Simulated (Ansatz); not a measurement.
Relaxed candidate structures of Ca$_{2}$RuO$_{4}$:

A. P6/mmm (No. 191), hP7; a = b = 7.2169 Å, c = 3.6035 Å, α = β = 90.00°, γ = 120.00°; Ca 2d (0.333, 0.667, 0.500); O 3g (0.500, 0.500, 0.500); O 1a (0.000, 0.000, 0.000); Ru 1b (0.000, 0.000, 0.500); ferromagnetic

B. I4/mmm (No. 139), tI14, AFLOW prototype AB2C4_tI14_139_a_e_ce (as in La2CuO4); a = b = 3.771 Å, c = 12.061 Å, α = β = γ = 90.00°; Ru 2a (0.000, 0.000, 0.000); Ca 4e (0.000, 0.000, 0.350); O 4c (0.000, 0.500, 0.000); O 4e (0.000, 0.000, 0.169); non-magnetic

C. Immm (No. 71), oI14; a = 5.9844 Å, b = 6.1235 Å, c = 6.2059 Å, α = 90.00°, β = 90.00°, γ = 90.00°; Ca 2b (0.500, 0.000, 0.000); Ca 2c (0.000, 0.000, 0.500); O 8n (0.220, 0.279, 0.000); Ru 2d (0.000, 0.500, 0.000); ferromagnetic

D. Cmce (No. 64), oS28; a = 12.417 Å, b = 5.234 Å, c = 5.235 Å, α = β = γ = 90.00°; Ca 8d (0.347, 0.000, 0.000); Ru 4a (0.000, 0.000, 0.000); O 8d (0.166, 0.000, 0.000); O 8f (0.500, 0.184, 0.184); ferromagnetic

Q: Order them by energy per atom (lowest first) at the level PBEsol (plane waves to 420 eV, PAW, scalar-relativistic; Ansatz, a quantum-chemistry and plane-wave program).

A: D (reference, the lowest among the structures calculated here), B (+0.03 eV/atom), C (+0.53 eV/atom), A (+1.49 eV/atom)

1 run with a doubtful electronic state, a coarser numerical grid, an end not at rest or a source that can't be used is left out. Each run could gain symmetry but not lose that of its start, so entries can be saddle points. From databases, or of a type measured for this composition: Cmce, oS28, ferromagnetic; the others are generated cells (placed on structure types, drawn at random, substituted or restacked) that were not matched to a known phase here. Each structure is listed in the lowest spin state found for it. The real structure of this composition may not be among these. Static energies at zero pressure. Spin states reached: ferromagnetic, non-magnetic; non-magnetic ones ran without spin or lost their moments; spin orders were not searched systematically. The d or f electrons are treated with no Hubbard U.
